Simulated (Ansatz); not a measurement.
YN (rock salt), conventional cell a = 4.8957 Å, b = 4.8957 Å, c = 4.8957 Å, α = 90.00°, β = 90.00°, γ = 90.00°. The calculation uses the primitive cell of 2 atoms, to which meshes and values per cell refer.

The volume is varied about the relaxed value V₀ at fixed cell shape. Symmetry pins the atoms to their sites.

Level of theory: r2SCAN (plane waves to 500 eV, PAW, scalar-relativistic; Ansatz, a first-principles code). k mesh 12×12×12 (Γ-centred), Fermi-Dirac smearing 0.05 eV. The energy includes the smearing's −TS. YN is run without spin polarisation. YN was relaxed with its symmetry unable to fall. The zero of ΔE is the relaxed starting cell.

Problem. Predict the ΔE (meV/atom) at V/V₀ = 0.840, 0.893, 0.920, 0.973, 1.053, 1.080, 1.107, 1.160.

Solution. 
| V/V₀ | ΔE (meV/atom) |
|---|---|
| 0.840 | 267.6 |
| 0.893 | 107.2 |
| 0.920 | 57.3 |
| 0.973 | 5.8 |
| 1.053 | 20.2 |
| 1.080 | 43.5 |
| 1.107 | 74.1 |
| 1.160 | 153.5 |

(Under strain, the slope of the energy per volume gives the stress and its curvature an elastic modulus.)
